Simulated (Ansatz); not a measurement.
Rigid (001) slab of Al, space group P6_3/mmc (No. 194):

```
Al
1.0
     2.83628    0.00000    0.00000
    -1.41814    2.45629    0.00000
     0.00000    0.00000   35.64430
Al
9
Cartesian
  0.0000 1.6375 8.5000
  0.0000 0.0000 10.8305
  1.4181 0.8188 13.1611
  0.0000 0.0000 15.4916
  0.0000 1.6375 17.8026
  0.0000 0.0000 20.1126
  1.4181 0.8188 22.4594
  0.0000 0.0000 24.7845
  0.0000 1.6375 27.1386
```

The calculation used DFT PBEsol, scalar-relativistic, plane waves, PAW in Ansatz. Cutoff 420 eV; k points 12×12×1 on the computed 10-atom cell (Γ-centred); Gaussian smearing, width 0.10 eV; no spin polarisation. The cell repeats along c with a dipole correction in the vacuum.

An adatom of N is held over the places (i/4, j/4) of the 1×1 surface cell, counted from the highest atom (Al), and only its height relaxes; one adatom per 7.0 Å². This grid misses the threefold hollows of the hexagonal cell, which often bind best.

Heights over the highest slab atom in Å:

| i | j=0 | j=1 | j=2 | j=3 |
| --- | --- | --- | --- | --- |
| 0 | 1.83 | 1.64 | 0.96 | 1.64 |
| 1 | 1.64 | 1.64 | 1.10 | 1.10 |
| 2 | 0.96 | 1.09 | 0.96 | 1.10 |
| 3 | 1.64 | 1.09 | 1.09 | 1.64 |

**Question.** Among these places, where is the adatom most and least stable, and how far apart in energy?

**Answer.** Lowest at (i, j) = (0, 2), (2, 0), (2, 2); highest at (0, 0), 2.45 eV above. All energies in eV:

```
i j=0   j=1   j=2   j=3
0  2.45  2.09  0.00  2.09
1  2.09  2.09  0.52  0.52
2  0.00  0.54  0.00  0.52
3  2.09  0.54  0.54  2.09
```

Spin polarisation was left out, and a magnetic state may lie lower.

The reference crystal is a form of Al, which isn't its usual structure.